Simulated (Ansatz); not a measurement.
A generator proposed this cell of Sn3Te.

```cif
data_structure
_symmetry_space_group_name_H-M 'Fm-3m'
_symmetry_Int_Tables_number 225
_cell_length_a 7.6498
_cell_length_b 7.6498
_cell_length_c 7.6498
_cell_angle_alpha 90.000
_cell_angle_beta 90.000
_cell_angle_gamma 90.000
_cell_volume 447.66
loop_
_atom_site_label
_atom_site_type_symbol
_atom_site_symmetry_multiplicity
_atom_site_Wyckoff_symbol
_atom_site_fract_x
_atom_site_fract_y
_atom_site_fract_z
_atom_site_occupancy
Sn1 Sn 8 c 0.25000 0.75000 0.75000 1
Sn2 Sn 4 b 0.50000 0.00000 0.00000 1
Te1 Te 4 a 0.00000 0.00000 0.00000 1
```

Theory: DFT PBE, scalar-relativistic, plane waves, PAW (Ansatz 0.2.0). Plane waves to 420 eV, a k mesh through Γ of 4×4×4 on the computed 4-atom cell and Gaussian smearing (0.10 eV); no spin polarisation.

Energies over the elements count from the elements' standard structures at the same level, with no fitted energy shifts. The references include grey tin.

Q: Estimate its pressure, forces and energy as it stands.

A: The pressure is -0.3 GPa (near zero), the largest force is 0.00 eV/Å (symmetry fixes the atoms), and the energy is +0.12 eV/atom against the elements. The shortest distance is 3.31 Å.

Q: How much does it gain on relaxing, and where does it end?

A: Relaxing gains under 0.1 eV/atom (the start's value is from the coarse mesh, so the gain is rough) in 3 ionic steps and ends at +0.07 eV/atom on the finer mesh. The symmetry stays Fm-3m (No. 225). The end has the BiF3 (D0_3) type. The volume per atom grows by 0.6 %, from 28.0 to 28.1 Å³. The shortest distance goes from 3.31 Å (Sn–Te and Sn–Sn) to 3.32 Å (Sn–Te and Sn–Sn). Conventional cell: a = 7.664 Å. Around Sn on a site of symmetry -43m lie 4 Sn at 3.32 Å, 4 Te at 3.32 Å and 6 Sn at 3.83 Å; Sn on a site of symmetry m-3m is surrounded by 8 Sn at 3.32 Å and 6 Te at 3.83 Å; Te has 8 Sn at 3.32 Å and 6 Sn at 3.83 Å.

The last run used a 10×10×10 mesh for its 4-atom cell and Gaussian smearing of 0.10 eV. Spin–orbit coupling, which can matter for Te, is left out. The reference form of Te is held partly by dispersion forces, which this level lacks. The relaxation can't lower the symmetry of the start. A structure relaxed within its symmetry needn't be a true minimum. Another cell of Sn3Te relaxed alike, in Im-3m, lies 148 meV/atom lower, so this cell isn't the stable form at this level.
